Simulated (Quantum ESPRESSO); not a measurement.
# AlMo6W: input and log of a self-consistent run

A calculation, not a measurement. The program is pw.x of Quantum ESPRESSO 7.5 (plane-wave density functional theory). The cell is made up: eight metal atoms on a face-centred cubic lattice, with elements, volume, strain and displacements drawn at random and not relaxed, so it may be unstable or far from any real phase. PseudoDojo standard norm-conserving files set the functional (PBE unless stated); there is no spin polarisation or spin-orbit coupling, the Fermi-Dirac width of 0.25 eV means electrons at about 2900 K, and the masses in the input are unused placeholders. Heavy elements are run without spin-orbit coupling, which real alloys of them have. A spin test at this wide smearing found no moment, but such smearing suppresses magnetism that the real alloy may have.

Input:

```
&control calculation='scf', pseudo_dir='./dojo.nc.sr.pbe.v0_5.standard.upf', outdir='./o', disk_io='minimal', tprnfor=.true., tstress=.true. /
&system ibrav=0, nat=8, ntyp=3, nbnd=68, ecutwfc=79.96652505, nosym=.true., tot_charge=0,
 occupations='smearing', smearing='fd', degauss=0.0183746611
/
&electrons conv_thr=1.470e-08, electron_maxstep=70, mixing_beta=0.5 /
ATOMIC_SPECIES
Al 1.0 Al.upf
Mo 1.0 Mo.upf
W 1.0 W.upf
CELL_PARAMETERS angstrom
-1.9979 -4.0441 -2.0307
-4.0173 2.0276 2.041
-0.0041 4.0659 -4.101
ATOMIC_POSITIONS angstrom
Al 0.0279 0.0386 -0.0791
Mo 0.0228 2.0446 -1.9862
Mo -2.0727 2.0089 0.0054
W -1.8629 4.0657 -2.0751
Mo -1.903 0.1606 -1.9068
Mo -2.1967 2.2046 -3.9772
Mo -4.0107 0.0414 0.0318
Mo -3.9922 1.856 -1.9384
K_POINTS automatic
5 5 4 1 1 1
```

The log is shortened where brackets say so; the opening notice, blank lines, dates and the lines on written files are dropped, and the path of the files is cut. It prints rydbergs, bohrs and kilobars, and counts compression as positive stress. Its total energy is the free energy E - TS of the whole cell.

```
     Program PWSCF v.7.5
     Parallel version (MPI & OpenMP), running on       4 processor cores
     Number of MPI processes:                 4
     Threads/MPI process:                     1
     [start-up lines left out]
     bravais-lattice index     =            0
     lattice parameter (alat)  =       9.3480  a.u.
     unit-cell volume          =     897.5630 (a.u.)^3
     number of atoms/cell      =            8
     number of atomic types    =            3
     number of electrons       =       101.00
     number of Kohn-Sham states=           68
     kinetic-energy cutoff     =      79.9665  Ry
     charge density cutoff     =     319.8661  Ry
     scf convergence threshold =      1.5E-08
     mixing beta               =       0.5000
     number of iterations used =            8  plain     mixing
     Exchange-correlation= PBE
                           (   1   4   3   4   0   0   0)
     [axes and pseudopotential details left out]
   Cartesian axes
     site n.     atom                  positions (alat units)
         1        Al     tau(   1) = (   0.0056401   0.0078031  -0.0159904  )
         2        Mo     tau(   2) = (   0.0046091   0.4133239  -0.4015181  )
         3        Mo     tau(   3) = (  -0.4190045   0.4061070   0.0010916  )
         4        W      tau(   4) = (  -0.3765926   0.8218973  -0.4194896  )
         5        Mo     tau(   5) = (  -0.3846989   0.0324659  -0.3854671  )
         6        Mo     tau(   6) = (  -0.4440716   0.4456686  -0.8040066  )
         7        Mo     tau(   7) = (  -0.8107788   0.0083692   0.0064285  )
         8        Mo     tau(   8) = (  -0.8070389   0.3751977  -0.3918552  )
     number of k points=    50  Fermi-Dirac smearing, width (Ry)=  0.0184
                       cart. coord. in units 2pi/alat
        k(    1) = (  -0.1734109   0.0260206  -0.1248067), wk =   0.0400000
        k(    2) = (  -0.2118726   0.1397877  -0.3135310), wk =   0.0400000
     [further k points left out]
     Dense  grid:    86719 G-vectors     FFT dimensions: (  54,  54,  64)
     Estimated max dynamical RAM per process >     294.08 MB
     Estimated total dynamical RAM >       1.09 GB
     Initial potential from superposition of free atoms
     starting charge     100.9884, renormalised to     101.0000
     Starting wfcs are   74 randomized atomic wfcs
     total cpu time spent up to now is        7.0 secs
     per-process dynamical memory:   225.2 Mb
     Self-consistent Calculation
     iteration #  1     ecut=    79.97 Ry     beta= 0.50
     Davidson diagonalization with overlap
     ethr =  1.00E-02,  avg # of iterations =  2.3
     total cpu time spent up to now is       22.4 secs
     total energy              =    -999.10119890 Ry
     estimated scf accuracy    <       1.20391555 Ry
     iteration #  2     ecut=    79.97 Ry     beta= 0.50
     Davidson diagonalization with overlap
     ethr =  1.19E-03,  avg # of iterations =  3.7
     total cpu time spent up to now is       38.6 secs
     total energy              =    -998.97959926 Ry
     estimated scf accuracy    <       4.28427818 Ry
     iteration #  3     ecut=    79.97 Ry     beta= 0.50
     Davidson diagonalization with overlap
     ethr =  1.19E-03,  avg # of iterations =  2.1
     total cpu time spent up to now is       53.3 secs
     total energy              =    -999.46020918 Ry
     estimated scf accuracy    <       0.27499265 Ry
     iteration #  4     ecut=    79.97 Ry     beta= 0.50
     Davidson diagonalization with overlap
     ethr =  2.72E-04,  avg # of iterations =  2.3
     total cpu time spent up to now is       67.7 secs
     total energy              =    -999.45526940 Ry
     estimated scf accuracy    <       0.80198473 Ry
     iteration #  5     ecut=    79.97 Ry     beta= 0.50
     Davidson diagonalization with overlap
     ethr =  2.72E-04,  avg # of iterations =  1.9
     total cpu time spent up to now is       80.5 secs
     total energy              =    -999.52332249 Ry
     estimated scf accuracy    <       0.01416054 Ry
     [iterations 6 to 12 left out]
     iteration # 13     ecut=    79.97 Ry     beta= 0.50
     Davidson diagonalization with overlap
     ethr =  6.16E-09,  avg # of iterations =  2.7
     total cpu time spent up to now is      195.9 secs
     total energy              =    -999.52808866 Ry
     estimated scf accuracy    <       0.00000289 Ry
     iteration # 14     ecut=    79.97 Ry     beta= 0.50
     Davidson diagonalization with overlap
     ethr =  2.87E-09,  avg # of iterations =  1.3
     total cpu time spent up to now is      208.5 secs
     total energy              =    -999.52808890 Ry
     estimated scf accuracy    <       0.00000004 Ry
     iteration # 15     ecut=    79.97 Ry     beta= 0.50
     Davidson diagonalization with overlap
     ethr =  4.20E-11,  avg # of iterations =  5.7
     total cpu time spent up to now is      227.3 secs
     total energy              =    -999.52808892 Ry
     estimated scf accuracy    <       0.00000004 Ry
     iteration # 16     ecut=    79.97 Ry     beta= 0.50
     Davidson diagonalization with overlap
     ethr =  3.63E-11,  avg # of iterations =  2.0
     total cpu time spent up to now is      240.4 secs
     total energy              =    -999.52808892 Ry
     estimated scf accuracy    <       0.00000002 Ry
     iteration # 17     ecut=    79.97 Ry     beta= 0.50
     Davidson diagonalization with overlap
     ethr =  2.23E-11,  avg # of iterations =  1.0
     total cpu time spent up to now is      252.4 secs
     End of self-consistent calculation
     [lines on levels left out]
!    total energy              =    -999.52808892 Ry
     estimated scf accuracy    <          2.7E-09 Ry
     smearing contrib. (-TS)   =      -0.13285378 Ry
     internal energy E=F+TS    =    -999.39523514 Ry
     The total energy is F=E-TS. E is the sum of the following terms:
     one-electron contribution =    -219.35253005 Ry
     hartree contribution      =     163.17804709 Ry
     xc contribution           =    -158.81695616 Ry
     ewald contribution        =    -784.40379602 Ry
     convergence has been achieved in  17 iterations
     Forces acting on atoms (cartesian axes, Ry/au):
     atom    1 type  1   force =     0.01889394   -0.01289731    0.04998627
     atom    2 type  2   force =     0.00588921    0.01959294   -0.02937997
     atom    3 type  2   force =     0.03686480    0.03269242    0.00971409
     atom    4 type  3   force =    -0.03148964   -0.00882143    0.02046165
     atom    5 type  2   force =    -0.01507989   -0.02913585   -0.03015236
     atom    6 type  2   force =     0.04350480   -0.02395398   -0.03179863
     atom    7 type  2   force =    -0.03065960   -0.01765175    0.04360634
     atom    8 type  2   force =    -0.02792363    0.04017495   -0.03243739
     Total force =     0.142745     Total SCF correction =     0.000182
     Computing stress (Cartesian axis) and pressure
          total   stress  (Ry/bohr**3)                   (kbar)     P=      -37.31
  -0.00029287   0.00007516   0.00001144          -43.08       11.06        1.68
   0.00007516  -0.00032618   0.00003406           11.06      -47.98        5.01
   0.00001144   0.00003406  -0.00014174            1.68        5.01      -20.85
     init_run     :      6.59s CPU      6.85s WALL (       1 calls)
     electrons    :    244.45s CPU    245.45s WALL (       1 calls)
     forces       :      2.16s CPU      2.16s WALL (       1 calls)
     stress       :      7.79s CPU      7.79s WALL (       1 calls)
     [timing details left out]
     PWSCF        :   4m21.15s CPU   4m22.44s WALL
     JOB DONE.
```

In other units: free energy -13599.272 eV for the cell, pressure -3.73 GPa, largest force component 1.285 eV/Å in size. The run took 264 s of wall time with four MPI processes on a shared machine (Intel Xeon, older, virtual cores), so the time is rough. A rerun of this cell at a higher cutoff and on a denser mesh moved values by no more than 0.004 eV in energy, 0.09 GPa in stress and 0.007 eV/Å in force, and a second program with other atomic files agreed on that cell to 2 % rms in force and 0.5 GPa in pressure.